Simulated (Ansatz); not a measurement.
Au (fcc (Cu type)), relaxed and computed with several functionals in Ansatz (plane waves, PAW). Much of their spread follows the volume that each gives.

```tsv
functional	V (Å³/atom)	B₀ by P(V) fit (GPa)
PBEsol	17.00	174
r²SCAN+D4	17.34	?
LDA	16.56	193
r²SCAN	17.53	153
```

**Question.** Fit a straight line to ln B₀ against ln V and predict the withheld value.

**Answer.** Least squares on the 3 shown rows: ln B₀ = -4.08 × ln V + (16.716), with a scatter of 0.2 %. For r²SCAN+D4 this gives 160. The run itself gave 161, a miss of 0.6 % of that.

All cells were relaxed under the symmetry of their starts (and spin orders); stability against distortions was not tested throughout. Spin–orbit coupling is left out wherever it is not named.

Potentials: the later of the program's two PAW sets.

Ansatz (a program for electronic structure) is a plane-wave DFT program.
